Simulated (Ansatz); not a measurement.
Given:

OsN$_{2}$:
```
OsN2
1.0
    4.08681     0.00000     0.00000
    0.00000     4.87041     0.00000
    0.00000     0.00000     2.64582
Os N
2 4
Direct
  0.50000   0.50000   0.50000
  0.00000   0.00000   0.00000
  0.37327   0.90410   0.50000
  0.62673   0.09590   0.50000
  0.87327   0.59590   0.00000
  0.12673   0.40410   0.00000
```

This is the LDA-relaxed structure.

### Question
All from LDA (plane waves, PAW; program Ansatz), unless another level is named. Predict the highest zone-centre frequency.

### Answer
890 cm⁻¹.

### Question
What about the bulk modulus (Birch–Murnaghan fit)?

### Answer
408 GPa.

Space group Pnnm. The first step of the workflow began from a Materials Project structure, measured or hypothetical; the Crystallography Open Database copy checked does not list it. Whether it is the stable phase at ambient conditions was not checked. The LDA relaxation kept the symmetry of its start; its stability against distortions is not shown here. No spin polarisation was allowed. As this level gives no gap, phonon frequencies hold no LO–TO term and depend on the k-mesh and smearing (Fermi–Dirac, 0.1 eV here). Spin–orbit coupling is left out wherever it is not named.

Potentials: the later of the program's two PAW sets.
